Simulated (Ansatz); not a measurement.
## Zone-centre phonons of AlN at 6 GPa: input and output

Method: DFT LDA, scalar-relativistic, plane waves, PAW in Ansatz 0.2.0.

Launched with:
```bash
ansatz run input.yaml --threads 1 --pin off --max-ram 3072MiB --backend cpu --events-out ev --progress --plain --runs-dir out
```

Input (bare energies are in eV):
```yaml
crystal:
  lattice:
    - [0.0, 2.1516437158, 2.1516437158]
    - [2.1516437158, 0.0, 2.1516437158]
    - [2.1516437158, 2.1516437158, 0.0]
  atoms:
    - { symbol: Al, position: [0.0, 0.0, 0.0] }
    - { symbol: "N", position: [0.75, 0.75, 0.75] }
basis:
  ecutwfc: 420
kpoints:
  mp_grid: { grid: [10, 10, 10] }
hamiltonian:
  xc: lda
scf:
  occupations: { method: fixed }
output:
  eigenvalues: true
phonons:
  method: dfpt
  dielectric: true
  rigid_motions: translations
  eigenvectors: true
```

The end of the output:
```
--- Phonons (Γ-DFPT): 2 representative perturbations + reference, on 171 of 1000 k-points (Σ response iterations 6) ---
  k mesh reduced under 4 symmetry operations, with k and −k counted as one. Each operation leaves every solved perturbation unchanged. A smaller set is not considered because the run solves the response ...
  ASR residual: 4.255e-5 → 0.000e0 eV/Å²; symmetrization residual: 1.460e-6 eV/Å²
  ASR residual per site (eV/Å²): 6.50e-7 4.26e-5
  Γ frequencies (cm⁻¹): 0.00 0.00 0.00 690.19 690.19 690.19
  ε∞ (high-frequency dielectric tensor):
        4.495460     0.000000    -0.000000
        0.000000     4.495460     0.000000
       -0.000000     0.000000     4.495460
  ε⁰ (static dielectric tensor: ions relaxed, cell fixed):
        8.128373     0.000000    -0.000000
        0.000000     8.128373     0.000000
       -0.000000     0.000000     8.128373
  ε⁰ − ε∞ (ionic part):
        3.632913    -0.000000    -0.000000
       -0.000000     3.632913     0.000000
       -0.000000     0.000000     3.632913
  softest optical mode at Γ: 690.19 cm⁻¹; the repairs (sum rule, projections) moved no ω² at Γ by more than (1.00 cm⁻¹)²
  Born effective charges Z* (e; rows j = field, columns β = displacement):
    site 0:
         2.54173    0.00000   -0.00000
        -0.00000    2.54173    0.00000
         0.00000    0.00000    2.54173
    site 1:
        -2.54173   -0.00000    0.00000
         0.00000   -2.54173   -0.00000
        -0.00000   -0.00000   -2.54173
  Z* charge neutrality: 1.315e-3 e pre-enforcement
  solved inside a basis spanned on kpoints, on 10×10×10 k-points, its susceptibility summed on 14×14×14: ε∞ is read to err by 1.2e-2, Z* by 9.2e-3 e (field_mesh: kpoints solves on kpoints); Z* is corrected for ...
  optical modes at Γ without the LO–TO term, one row a degenerate level:
      ω (cm⁻¹) modes IR ((D/Å)²/amu)
        690.19      3            48.4946
  optical modes at Γ + LO–TO along q̂ = [1.0000, 0.0000, 0.0000]:
      ω (cm⁻¹) modes IR ((D/Å)²/amu)
        690.19      2            32.3298
        928.07      1            16.1649
  optical modes at Γ + LO–TO along q̂ = [0.0000, 1.0000, 0.0000]:
      ω (cm⁻¹) modes IR ((D/Å)²/amu)
        690.19      2            32.3298
        928.07      1            16.1649
  optical modes at Γ + LO–TO along q̂ = [0.0000, 0.0000, 1.0000]:
      ω (cm⁻¹) modes IR ((D/Å)²/amu)
        690.19      2            32.3298
        928.07      1            16.1649
```

It took 23 s on 1 thread of Arm Neoverse V2 (shared host), peak memory 0.41 GiB.

Other phases may be more stable at this pressure.

This zinc-blende form isn't the usual stable structure of the compound at low pressure.